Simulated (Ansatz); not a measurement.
HfC (rock salt, space group No. 225) at seven volumes, DFT-PBEsol in the program Ansatz with PAW potentials, scaled uniformly. One row is withheld.

| V (Å³/atom) | P (GPa) |
|---|---|
| 11.121 | 28.17 |
| 11.487 | 17.33 |
| 11.854 | 8.01 |
| 12.220 | 0.00 |
| 12.587 | -6.91 |
| 12.954 | ? |
| 13.320 | -18.00 |

### Question
Fit the shown pressures and predict the withheld one.

### Answer
P = (3/2)B₀(x^(7/2) − x^(5/2))[1 + (3/4)(B′ − 4)(x − 1)] with x = (V₀/V)^(2/3). Least squares on the six rows gives V₀ = 12.220 Å³/atom, B₀ = 248 GPa, B′ = 3.97. At V = 12.954, x = 0.9619 and P = -12.88 GPa. The run itself gave -12.86 GPa.

Space group Fm-3m (rock salt). The PBEsol relaxation kept the symmetry of its start; of distortions, only those at the zone centre were tested. The run is not spin-polarised. Scalar-relativistic: spin–orbit coupling is off unless named, which matters more the heavier the elements.

Potentials: the later of the program's two PAW sets.
